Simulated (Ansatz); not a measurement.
## What DFT gives for SrNiH2

```
Sr Ni H
1.0
     3.52653    0.00000    0.00000
     1.76327   -8.05656    0.00000
     0.00000    0.00000   -3.85545
Sr Ni H
2 2 4
Direct
  0.33100 0.33800 0.75000
  0.66900 0.66200 0.25000
  0.06100 0.87800 0.75000
  0.93900 0.12200 0.25000
  0.94500 0.11000 0.75000
  0.05500 0.89000 0.25000
  0.18100 0.63800 0.75000
  0.81900 0.36200 0.25000
```

Single point in Ansatz 0.2.0 with PBE, no spin polarisation. Cutoff 420 eV, PAW datasets, 7×7×7 Γ-centred k mesh, fermi-dirac filling (width 0.1 eV).

Question: Describe some of the short contacts.

Answer: Ni–H at 1.87 Å: least valence density 0.38 e/Å³ and ELF 0.27 there. Sr–H at 2.42 Å: least valence density 0.17 e/Å³ and ELF 0.16 there. These are pseudo-fields; inside the PAW spheres they differ from the all-electron ones.

Question: What does the stress say?

Answer: The pressure is -2.7 GPa (compression positive), so with the atoms held at these fractions the cell would first shrink; the forces are large, so a full relaxation may end otherwise. The principal stresses -7.2, -5.4, 4.5 GPa differ, so its shape would change too.

Question: How is the charge shared?

Answer: Bader charges in e: Sr +1.17, Ni -0.06, H -0.69 to -0.41. In the mean Sr gives up most and H takes most.

Question: Which atom feels the largest force, and which way?

Answer: The largest is on Sr1 (and as large on other atoms): 1.82 eV/Å, components (0.00, 1.82, 0.00). It makes 180° with the line to a nearest neighbour, H7 at 2.42 Å, pointing away from it.

Question: What is the formation energy?

Answer: -0.03 eV an atom against the elements' usual phases (free molecules for gases, crystals otherwise, with no correction for O₂ or N₂), too near zero to call. Relaxing would lower it.

Question: Is there a gap?

Answer: It is a metal, with about 3.7 states/eV a cell as the mean within 0.25 eV of the Fermi level.

Origin: a known structure type with other elements, at an estimated volume, so it need not be a known compound. Caveats: no spin polarisation, so a magnetic state may lie lower; atoms or cell far from equilibrium.
